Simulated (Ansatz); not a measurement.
A geometry of P away from equilibrium: the start of the relaxation of a generated cell, P built in the AFLOW prototype A_oC8_64_f. The numbers are results of r2SCAN (plane waves to 500 eV, PAW, scalar-relativistic; Ansatz, an electronic-structure program), not measurements. Γ-centred k-mesh 7×7×5 on the run's cell (coarser than for final values), Fermi–Dirac smearing 0.05 eV.

```xyz
4
Lattice="1.6568 -5.2390 0.0000 1.6568 5.2390 0.0000 0.0000 0.0000 4.3763" Properties=species:S:1:pos:R:3 pbc="T T T"
P      1.6568     1.0654     2.5407
P      1.6568    -1.0654     1.8356
P      1.6568    -4.1736     4.0237
P      1.6568     4.1736     0.3526
```

Question: Which atoms carry the largest force, and which way does it point?

Answer: 0.19 eV/Å, on P1, P2, P3, P4 (atoms numbered as listed); on P1 its components are (0.00, -0.07, 0.18).

Question: What is the pressure?

Answer: +1.2 GPa, compression positive.

No spin polarisation in the result. No dispersion correction is included, so spacings between layers, chains or molecules are soft and tend to come out too large.

The run could not lose the symmetry of its start.
